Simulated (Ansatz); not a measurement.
SnTeO3:
```cif
data_O6Sn2Te2
_chemical_formula_sum 'Sn2 Te2 O6'
_space_group_name_H-M_alt 'P 1'
_space_group_IT_number 1
_cell_length_a 9.80492
_cell_length_b 9.80492
_cell_length_c 9.80492
_cell_angle_alpha 31.557
_cell_angle_beta 31.557
_cell_angle_gamma 31.557
loop_
_space_group_symop_operation_xyz
  'x, y, z'
loop_
_atom_site_label
_atom_site_type_symbol
_atom_site_fract_x
_atom_site_fract_y
_atom_site_fract_z
_atom_site_occupancy
Sn1 Sn 0.71742 0.71742 0.71742 1
Sn2 Sn 0.21742 0.21742 0.21742 1
Te1 Te 0.95685 0.95685 0.95685 1
Te2 Te 0.45685 0.45685 0.45685 1
O1 O 0.60298 0.95881 0.21366 1
O2 O 0.95881 0.21366 0.60298 1
O3 O 0.21366 0.60298 0.95881 1
O4 O 0.71366 0.45881 0.10298 1
O5 O 0.45881 0.10298 0.71366 1
O6 O 0.10298 0.71366 0.45881 1
```

Relaxed with DFT-r²SCAN in the program Ansatz with PAW potentials. Indices refer to the conventional cell of R3c, a = b = 5.3323 Å, c = 27.9272 Å, α = β = 90.00°, γ = 120.00°.

Q: Simulate the powder diffraction pattern (Co Kα, λ = 1.79026 Å; lines above 1 %) up to 2θ = 90°.

A: Simulated powder pattern, Co Kα, λ = 1.79026 Å (kinematic, ideal powder, no thermal factors, no anomalous dispersion; the 30 strongest lines at most, above 1 %, up to 2θ = 90°):

| 2θ (°) | d (Å) | I/Imax (%) | hkl |
|---|---|---|---|
| 22.18 | 4.655 | 9.3 | (0006) |
| 23.56 | 4.384 | 1.3 | (0 1 -1 2) |
| 26.88 | 3.852 | 100 | (1 0 -1 4) |
| 37.50 | 2.785 | 36 | (0 1 -1 8) |
| 39.23 | 2.666 | 29 | (1 1 -2 0) |
| 40.88 | 2.563 | 1.8 | (1 1 -2 3) |
| 44.00 | 2.390 | 3.3 | (1 0 -1 10) |
| 45.24 | 2.327 | 4.3 | (0 0 0 12) |
| 48.20 | 2.192 | 17 | (0 2 -2 4) |
| 55.40 | 1.926 | 14 | (2 0 -2 8) |
| 58.52 | 1.831 | 2.1 | (0 1 -1 14) |
| 61.40 | 1.753 | 20 | (1 1 -2 12) |
| 63.83 | 1.693 | 17 | (2 1 -3 4) |
| 66.49 | 1.633 | 5.5 | (1 0 -1 16) |
| 69.97 | 1.561 | 12 | (1 2 -3 8) |
| 71.11 | 1.539 | 8.2 | (3 0 -3 0) |
| 72.74 | 1.509 | 1.5 | (2 0 -2 14) |
| 74.42 | 1.480 | 1.2 | (2 1 -3 10) |
| 75.54 | 1.461 | 1.2 | (0 3 -3 6)+(3 0 -3 6) |
| 80.01 | 1.392 | 3.9 | (0 2 -2 16) |
| 83.75 | 1.341 | 3.3 | (1 1 -2 18) |
| 84.09 | 1.337 | 2.7 | (0 1 -1 20) |
| 84.36 | 1.333 | 3.7 | (2 2 -4 0) |
| 85.91 | 1.314 | 1.6 | (1 2 -3 14) |
| 88.41 | 1.284 | 5.0 | (3 0 -3 12)+(0 3 -3 12) |

The start of the workflow was typed in or built on a structure type; neither database checked (COD, Materials Project) lists it. Whether it is the stable phase at ambient conditions was not checked. Symmetry was held in the r²SCAN relaxation; its stability against distortions is not shown here. The volume moved by 82 % from the start of the relaxation. Spin–orbit coupling is left out wherever it is not named.

Potentials: the earlier of the program's two PAW sets.
